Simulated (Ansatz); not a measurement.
## What DFT gives for Li₂AsCl

```
As Cl Li
1.0
     1.87446    3.24665    0.00000
    -1.87446    3.24665    0.00000
    -1.87446    1.08222    6.33487
As Cl Li
1 1 2
Direct
  0.50000 0.00000 0.50000
  0.00000 0.00000 0.00000
  0.23130 0.53740 0.69390
  0.76870 0.46260 0.30610
```

Level: PBE, no spin polarisation; 420 eV; 8×8×8 Γ-centred mesh; methfessel-paxton occupations (width 0.0426 eV); Ansatz 0.2.0, fixed geometry.

**Stress.** The pressure is 0.7 GPa (compression positive), so with the atoms held at these fractions the cell would first expand; the forces are large, so a full relaxation may end otherwise. The principal stresses -0.3, 1.1, 1.1 GPa differ, so its shape would change too.
**At the Fermi level.** It is a metal, with about 3.9 states/eV a cell as the mean within 0.25 eV of the Fermi level, mostly As p (81 %) and Cl p (16 %).
**Charges.** Bader charges in e: Li +0.87, As -0.96, Cl -0.77. In the mean Li gives up most and As takes most.
**Formation energy.** -0.52 eV an atom against the elements' usual phases (free molecules for gases, crystals otherwise, with no correction for O₂ or N₂), so it is bound against them; other compounds may still compete. Relaxing would lower it.

Origin: a known structure type with other elements, at an estimated volume, so it need not be a known compound. Caveats: many states at the Fermi level without spin polarisation, so a magnetic state may lie lower; atoms or cell far from equilibrium.
